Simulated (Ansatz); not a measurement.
SnGeO$_{3}$:
```cif
data_GeO3Sn
_chemical_formula_sum 'Ge1 Sn1 O3'
_space_group_name_H-M_alt 'P 1'
_space_group_IT_number 1
_cell_length_a 3.60176
_cell_length_b 3.60176
_cell_length_c 4.56453
_cell_angle_alpha 90.000
_cell_angle_beta 90.000
_cell_angle_gamma 90.000
loop_
_space_group_symop_operation_xyz
  'x, y, z'
loop_
_atom_site_label
_atom_site_type_symbol
_atom_site_fract_x
_atom_site_fract_y
_atom_site_fract_z
_atom_site_occupancy
Ge1 Ge 0.50000 0.50000 0.49233 1
Sn1 Sn 0.00000 0.00000 0.02220 1
O1 O 0.50000 0.50000 0.87226 1
O2 O 0.50000 0.00000 0.35960 1
O3 O 0.00000 0.50000 0.35960 1
```

This is the LDA-relaxed structure.

Q: All from the program Ansatz at the LDA level (PAW), unless another level is named. Estimate the bulk modulus (Birch–Murnaghan fit).

A: 91.7 GPa.

Q: Give the highest zone-centre frequency.

A: 709 cm⁻¹.

Space group P4mm. A made-up cell: these elements were put on the sites of a structure type; neither database checked (COD, Materials Project) lists it. Whether it is the stable phase at ambient conditions was not checked. The cell was relaxed with LDA under the symmetry of its start; its stability against distortions is not shown here. As this level gives no gap, phonon frequencies hold no LO–TO term and depend on the k-mesh and smearing (Fermi–Dirac, 0.1 eV here). Scalar-relativistic: spin–orbit coupling is off unless named, which matters more the heavier the elements.

Potentials: the later of the program's two PAW sets.
